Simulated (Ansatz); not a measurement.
Equation of state of chromium, dhcp

These are results of DFT, m-r2SCAN, plane waves (500 eV) with PAW, scalar-relativistic in Ansatz 0.2.0, not measurements. (PAW data from PBE, frozen cores regenerated.)

The cell is scaled uniformly from the relaxed one, with fractional coordinates and shape fixed. Energies are extrapolated to zero smearing, pressures are those at the given smearing. Magnetic state: non-magnetic.

| V (Å³/atom) | E − E₀ (meV/atom) | P (GPa) |
| --- | --- | --- |
| 10.262 | 166.2 | 42.33 |
| 10.728 | 68.7 | 25.33 |
| 11.195 | 16.0 | 11.43 |
| 11.661 | 0.0 | 0.08 |
| 12.128 | 13.8 | -9.17 |
| 12.594 | 52.0 | -16.71 |
| 13.061 | 110.1 | -22.83 |

Q: Fit a third-order Birch-Murnaghan equation.

A: V₀ = 11.66 Å³/atom, B₀ = 255 GPa, B₀′ = 4.0.

m-r²SCAN is r²SCAN on the gauge-invariant kinetic-energy density; without spin polarisation the two are equal.
